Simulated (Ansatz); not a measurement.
**In2O3: input and output**

input.yaml (Ansatz 0.2.0)

```yaml
crystal:
  lattice:
    - [5.865547, -0.720286, -0.542568]
    - [-0.655645, 4.702718, -0.287353]
    - [-0.229134, 0.321188, 5.305966]
  atoms:
    - { symbol: In, position: [0.097562, 0.411673, 0.970927] }
    - { symbol: In, position: [0.897162, 0.854257, 0.186544] }
    - { symbol: In, position: [0.297041, 0.167329, 0.567564] }
    - { symbol: In, position: [0.434947, 0.987442, 0.091198] }
    - { symbol: O, position: [0.344047, 0.692815, 0.692947] }
    - { symbol: O, position: [0.109643, 0.540986, 0.415224] }
    - { symbol: O, position: [0.794975, 0.515111, 0.520079] }
    - { symbol: O, position: [0.68463, 0.105357, 0.505599] }
    - { symbol: O, position: [0.670792, 0.768252, 0.702643] }
    - { symbol: O, position: [0.682408, 0.328534, 0.81632] }
kpoints:
  mp_grid: { grid: [3, 4, 4], shift: [0.0, 0.5, 0.5] }
magnetization:
  spin_polarized: false
scf:
  occupations: { method: fermi_dirac, width: 0.1173 }
  lower_state_search: "off"
  max_iter: 200
hamiltonian:
  pseudopotentials: { kind: paw }
  xc: r2scan
basis:
  ecutwfc: 500
  fft_grid_basis: typed
output:
  forces: true
  stress: true
  eigenvalues: true
  populations: true
  elf: true
  write_potential: true
  volumetric_format: npy
  dos:
    e_range: [-12, 8]
    de: 0.05
    projected: { site_lists: { In: [In], O: [O] } }
checkpoint:
  read: saved_state
```

The run starts from an earlier solution of this cell. 

Excerpt of what it printed:

```
SCF iter   1: F=-25838.1733 eV  Δρ=1.92e-3  dr2=7.39e-4  dr2_τ=1.12e-3
SCF iter   2: F=-25838.1739 eV  Δρ=2.63e-4  dr2=9.02e-5  dr2_τ=1.99e-5
SCF iter   3: F=-25838.1740 eV  Δρ=1.31e-4  dr2=3.35e-5  dr2_τ=2.74e-6
SCF iter   4: F=-25838.1740 eV  Δρ=5.45e-5  dr2=4.73e-6  dr2_τ=1.85e-7
SCF iter   5: F=-25838.1740 eV  Δρ=1.62e-5  dr2=4.84e-7  dr2_τ=3.57e-8
SCF iter   6: F=-25838.1740 eV  Δρ=3.24e-6  dr2=1.66e-8  dr2_τ=1.52e-9
Free energy (F): -25838.1740 eV
Harris-Foulkes:  -25838.1740 eV  (|F-HF|=7.80e-9)
Internal energy: -25837.9438 eV  (E = F + TS)
E sigma→0 (E₀):  -25838.0589 eV
Entropy (-TS):   -0.2302 eV (-23.018 meV/atom)
Fermi energy:    9.2469 eV
--- Forces (eV/Å), atoms counted from 1 ---
  atom   1  In    -1.1210    -0.2045    -0.5739
  atom   2  In    -0.9952    -0.9888     0.9518
  atom   3  In     1.0537     0.5690     0.2093
  atom   4  In     1.2897     0.7348    -0.3426
  atom   5  O      0.2827     0.4191     1.4439
  atom   6  O     -0.4343    -0.6050    -2.2311
  atom   7  O      0.2005     1.7089    -1.3888
  atom   8  O      0.3744    -2.3969    -1.3696
  atom   9  O      0.2699     0.9415    -0.7089
  atom  10  O     -0.9204    -0.1780     4.0098
--- Stress (GPa, compression-positive) ---
        2.3984      -0.3632      -1.7643
       -0.3632       7.6187       1.5290
       -1.7643       1.5290       3.1471
  P = ⅓ Tr σ = 4.3881 GPa (43.881 kbar)
--- Löwdin populations: 10 sites ---
  site symbol       q [e]
     0     In     12.4299
     1     In     12.4713
     2     In     12.2582
     3     In     12.5221
     4      O      6.4174
     5      O      6.4783
     6      O      6.2138
     7      O      6.3071
     8      O      6.1722
     9      O      6.4667
  spilling = 0.0030 (of n_electrons = 88.0000)
```

Origin: a disordered cell, so it need not be a known compound. Caveats: many states at the Fermi level without spin polarisation, so a magnetic state may lie lower; the k mesh is coarse if the cell is a metal; atoms or cell far from equilibrium.
